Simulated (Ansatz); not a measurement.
# Every step of a relaxation of Zn (simple hexagonal type)

DFT, PBEsol, PAW with Ansatz's default frozen-core files, scalar-relativistic (Ansatz 0.2.0); a Γ-centred 21×21×19 k mesh, Fermi–Dirac smearing of 0.08 eV, no spin polarisation. The run relaxes cell and atoms at a target pressure of 350 GPa.

Command: `ansatz run input.yaml --threads 1 --pin off --max-ram 3584MiB --backend cpu --events-out ev --progress --plain --runs-dir out` It took 12 s on 1 thread of Intel(R) Xeon(R) 6975P-C (Granite Rapids) (shared host), peak memory 0.38 GiB.

```yaml
crystal:
  lattice:
    - [2.0608861657, 0.0, 0.0]
    - [-1.0304430828, 1.7847797738, 0.0]
    - [0.0, 0.0, 1.9372329957]
  atoms:
    - { symbol: Zn, position: [0.0, 0.0, 0.0] }
kpoints:
  mp_grid: { grid: [21, 21, 19] }
scf:
  occupations: { method: fermi_dirac, width: 0.08 }
hamiltonian:
  xc: pbesol
  pseudopotentials: { kind: paw }
output:
  forces: true
  stress: true
  eigenvalues: true
relax:
  f_tol: 0.005
  max_steps: 40
  cell: { p_target: 350.0, stress_tol: 0.175 }
```

Each step lists its enthalpy F + pV a cell above the last geometry, the pressure, the cell vectors (Å), and Cartesian positions (Å) with forces (eV/Å).

The first step:

```
step 1  dH = 81.29 meV  P = 396.0 GPa
  cell 2.0609 0.0000 0.0000  -1.0304 1.7848 0.0000  0.0000 0.0000 1.9372
  Zn 0.0000 0.0000 0.0000   0.0000 0.0000 0.0000
```

The PAW files were made under PBE. At this compression frozen-core PAW has no all-electron check here.

The symmetry of the start is kept and no stability test is made, so the end need not be the stable phase.

Problem. Where does the relaxation end, and by which steps?

Solution. After 5 geometries, with conventional a, b, c = 2.055, 2.055, 2.015 Å, at 7.367 Å³/atom (+3.39 % against the start) in space group P6/mmm, with a shortest distance of 2.015 Å. The further steps:
```
step 2  dH = 9.40 meV  P = 331.8 GPa
  cell 2.0713 0.0000 0.0000  -1.0357 1.7938 0.0000  0.0000 0.0000 2.0102
  Zn 0.0000 0.0000 0.0000   0.0000 0.0000 0.0000
step 3  dH = 1.48 meV  P = 345.0 GPa
  cell 2.0611 0.0000 0.0000  -1.0306 1.7850 0.0000  0.0000 0.0000 2.0096
  Zn 0.0000 0.0000 0.0000   0.0000 0.0000 0.0000
step 4  dH = 0.00 meV  P = 350.2 GPa
  cell 2.0546 0.0000 0.0000  -1.0273 1.7793 0.0000  0.0000 0.0000 2.0149
  Zn 0.0000 0.0000 0.0000   0.0000 0.0000 0.0000
step 5  dH = 0.00 meV  P = 350.0 GPa
  cell 2.0546 0.0000 0.0000  -1.0273 1.7793 0.0000  0.0000 0.0000 2.0152
  Zn 0.0000 0.0000 0.0000   0.0000 0.0000 0.0000
step 6  dH = -1.32 meV  P = 350.1 GPa  (same geometry on a basis chosen anew; earlier energies don't compare to the last digit)
  cell 2.0546 0.0000 0.0000  -1.0273 1.7793 0.0000  0.0000 0.0000 2.0152
  Zn 0.0000 0.0000 0.0000   0.0000 0.0000 0.0000
```
